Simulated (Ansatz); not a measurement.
**Ansatz 0.2.0, single run: Pb₃F₂**

input.yaml:

```yaml
crystal:
  lattice:
    - [7.577306, 0.0, 0.0]
    - [0.0, 7.577306, 0.0]
    - [0.0, 0.0, 4.422133]
  atoms:
    - { symbol: Pb, position: [0.3714, 0.8714, 0.5] }
    - { symbol: Pb, position: [0.1286, 0.3714, 0.5] }
    - { symbol: Pb, position: [0.6286, 0.1286, 0.5] }
    - { symbol: Pb, position: [0.8714, 0.6286, 0.5] }
    - { symbol: Pb, position: [0.0, 0.0, 0.5] }
    - { symbol: Pb, position: [0.5, 0.5, 0.5] }
    - { symbol: F, position: [0.1734, 0.6734, 0.0] }
    - { symbol: F, position: [0.3266, 0.1734, 0.0] }
    - { symbol: F, position: [0.8266, 0.3266, 0.0] }
    - { symbol: F, position: [0.6734, 0.8266, 0.0] }
  symmetry: { tolerance: 0.0003 }
kpoints:
  mp_grid: { grid: [3, 3, 4], shift: [0, 0, 0] }
magnetization:
  spin_polarized: false
scf:
  occupations: { method: fermi_dirac }
  lower_state_search: standard
hamiltonian:
  pseudopotentials: { kind: paw }
  xc: pbesol
basis:
  ecutwfc: 420
  xc_grid: 3
output:
  forces: true
  stress: true
  eigenvalues: true
```

Run with:

```bash
ansatz run input.yaml --threads 1 --pin off --max-ram 2560MiB --backend cpu --events-out ev --progress --plain --runs-dir out
```

Origin of the cell: a known structure type with other elements, at an estimated volume, so it need not be a known compound.

The smearing width isn't typed, so it takes its default of 0.1 eV.

Output (shortened):

```
SCF iter   1: F=—  HF=-73727.074015 eV  Δρ=1.28e-2  dr2=3.24e-1  defer=1
SCF iter   2: F=—  HF=-73727.029388 eV  Δρ=6.96e-3  dr2=6.81e-2  defer=10
SCF iter   3: F=—  HF=-73727.010533 eV  Δρ=9.21e-4  dr2=2.51e-3  defer=10
SCF iter   4: F=—  HF=-73727.010101 eV  Δρ=3.49e-4  dr2=4.94e-4  defer=10
SCF iter   5: F=—  HF=-73727.010001 eV  Δρ=7.80e-5  dr2=3.65e-5  defer=10
SCF iter   6: F=—  HF=-73727.009695 eV  Δρ=3.41e-5  dr2=4.36e-6  defer=10
SCF iter   7: F=—  HF=-73727.009695 eV  Δρ=8.12e-6  dr2=2.00e-7  defer=10
SCF iter   8: F=-73727.009695 eV  HF=-73727.009695 eV  Δρ=1.68e-6  dr2=7.39e-9
SCF 1 converged in 8 iterations: F = -73727.009695 eV  dr2 = 7.39e-9
SCF converged after 8 iterations
Free energy (F): -73727.009695 eV
Harris-Foulkes:  -73727.009695 eV  (|F-HF|=2.36e-9)
Internal energy: -73726.885312 eV  (E = F + TS)
E sigma→0 (E₀):  -73726.947503 eV
Entropy (-TS):   -0.124383 eV (-12.438 meV/atom)
Fermi energy:    7.202180 eV
--- Per-component energies (eV) ---
  E_band       = -573.641753
  E_kinetic    = 2547.687799
  E_local      = -9279.621059  (includes V_loc(G=0)·N_el)
  E_nonlocal   = 2405.777317
  E_hartree    = 3610.230021
  E_xc         = -1623.800161
  E_vxc        = -1195.464837  (∫ρ·V_xc dr)
  E_paw        = -62305.979562  (= ΣΔE_a)
  E_vpaw       = -2272.493486  (= ΣTr[D̂ρ^β])
  E_aug_tail   = 0.008288  (compensation charges beyond the density's cutoff)
  E_ewald      = -9081.730426
  E_core_change = 0.542470  (= ΣΔE_core)
  E_smearing   = -0.124383  (= −TS)
  Σ components = -73727.009695   (vs F -73727.009695, Δ=0.00e0)
--- Forces (eV/Å), atoms counted from 1 ---
  atom   1  Pb    -1.243857    -1.243857     0.000000
  atom   2  Pb     1.243857    -1.243857     0.000000
  atom   3  Pb     1.243857     1.243857     0.000000
  atom   4  Pb    -1.243857     1.243857     0.000000
  atom   5  Pb     0.000000    -0.000000     0.000000
  atom   6  Pb     0.000000     0.000000     0.000000
  atom   7  F     -0.053568    -0.053568     0.000000
  atom   8  F      0.053568    -0.053568     0.000000
  atom   9  F      0.053568     0.053568     0.000000
  atom  10  F     -0.053568     0.053568     0.000000
  max |Σ_I F_I| component: 2.15e-16 eV/Å
--- Stress (GPa, compression-positive) ---
        2.208662       0.000000       0.000000
        0.000000       2.208662       0.000000
        0.000000       0.000000      -7.760565
  P = ⅓ Tr σ = -1.1144 GPa (-11.144 kbar)
```

Caveats: no spin, though holes on the anions or broken bonds may carry moments; no spin-orbit coupling, though heavy elements are present; the k mesh is coarse if the cell is a metal.

It ran for 12 s on 1 thread of Arm Neoverse V1 (shared host), peak memory 0.56 GiB, from the program's own first density.
